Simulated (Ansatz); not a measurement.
Method: DFT PBE, scalar-relativistic, plane waves, PAW, and for the lanthanide a 4f-in-core norm-conserving potential (Ansatz). All cells share a 690 eV cutoff and Γ-centred k meshes spaced about 0.3 Å⁻¹ or finer (0.25 for metals, 2π included). No spin polarisation.

Temperature and zero-point effects are left out.

Two relaxed structures of HoAuF4:

1.

```
Ho Au F
1.0
     4.02794    0.00000    0.00000
    -2.01397    3.48830    0.00000
     0.00000    0.00000    8.34062
Ho Au F
1 1 4
Direct
  0.00000 0.00000 0.50000
  0.00000 0.00000 0.00000
  0.33333 0.66667 0.50000
  0.66667 0.33333 0.50000
  0.00000 0.00000 0.75812
  0.00000 0.00000 0.24188
```

2.

```
Ho Au F
1.0
     4.22379    0.00000    0.00000
     0.00000    3.46536    0.00000
    -0.48904    0.00000    9.18396
Ho Au F
1 1 4
Direct
  0.50000 0.00000 0.50000
  0.50000 0.00000 0.00000
  0.48427 0.50000 0.35560
  0.51573 0.50000 0.64440
  0.00000 0.00000 0.50000
  0.00000 0.00000 0.00000
```

Question: Which would you expect to be lower, and how large is the difference?

Answer: Cell 1 is lower, by 71 meV/atom. Cell 1 has space group P6/mmm (No. 191), 19.5 Å³/atom and a gap of 2.51 eV on its mesh; cell 2 has space group P2/m (No. 10), 22.4 Å³/atom and a gap of 0.20 eV. Counting F atoms around Au and Ho (those within 1.25 times the shortest such distance or 1.15 times the sum of covalent radii, 1.27 where that leaves under three), cell 1 has Ho 8, Au 2 and cell 2 has Ho 6, Au 2. Both come from trial cells of a structure search, whose lowest cell (P-1, 25.3 Å³/atom) lies 32 meV/atom below the lower of the two.

No dispersion correction is applied, so the spacing and binding between layers, chains or molecules are poorly described (P2/m), and this can change margins and order among such cells. Spin–orbit coupling, which can matter for Au, is left out. Kohn–Sham gaps at this level usually fall short of measured ones. Small gaps are read on the mesh alone, and bands can cross between its points. With atoms moved at random, cell 1 (by 31 meV/atom) fell into a lower structure. Cell 2 had no clear such test and can be a saddle point. Some structure types and database cells were kept out of the candidates from the start, so a known form may be missing.

The lanthanide is trivalent by construction, without f bands, f moments or other valences.
